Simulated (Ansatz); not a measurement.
YHSe:
```yaml
crystal:
  lattice:
    - [3.76374, 0.00000, 0.00000]
    - [-1.88187, 3.25949, 0.00000]
    - [0.00000, 0.00000, 3.81462]
  atoms:
    - { symbol: Y, position: [0.00000, 0.00000, 0.00000] }
    - { symbol: H, position: [0.33333, 0.66667, 0.00000] }
    - { symbol: Se, position: [0.66667, 0.33333, 0.50000] }
```

Relaxed with LDA. Special points in fractions of this cell's reciprocal vectors: Γ (0.000, 0.000, 0.000); M (0.500, 0.000, 0.000); K (0.333, 0.333, 0.000); A (0.000, 0.000, 0.500); L (0.500, 0.000, 0.500); H (0.333, 0.333, 0.500).

Question: List the band energies nearest the valence-band maximum at these points for DFT-LDA in the program Ansatz with PAW potentials.

Answer: In eV from the valence-band maximum; about four levels below and three above (degenerate sets whole), none deeper than 8.9 eV; points with the same levels are listed once.

| k | below | above |
|---|---|---|
| Γ | -3.69 -1.73 -1.73 -1.70 | 1.31 3.94 3.94 |
| M | -5.59 -2.54 -2.29 -1.54 | 2.80 3.40 4.53 |
| K | -4.71 -4.24 -2.51 -0.77 | 2.03 2.82 3.11 |
| A | -6.59 -1.27 -1.27 0.00 | 1.70 1.70 3.72 3.72 |
| L | -4.19 -3.88 -3.20 -2.54 | 3.72 5.03 5.21 |
| H | -4.33 -3.80 -3.13 -2.58 | 4.11 4.54 5.44 |

Space group P-6m2. The workflow started from a Materials Project entry (that database holds measured and hypothetical structures alike); the Crystallography Open Database copy checked does not list it. Whether it is the stable phase at ambient conditions was not checked. The LDA relaxation kept the symmetry of its start; phonons on a q-mesh show no instability. No spin polarisation was allowed. Spin–orbit coupling is left out wherever it is not named.

Potentials: the later of the program's two PAW sets.
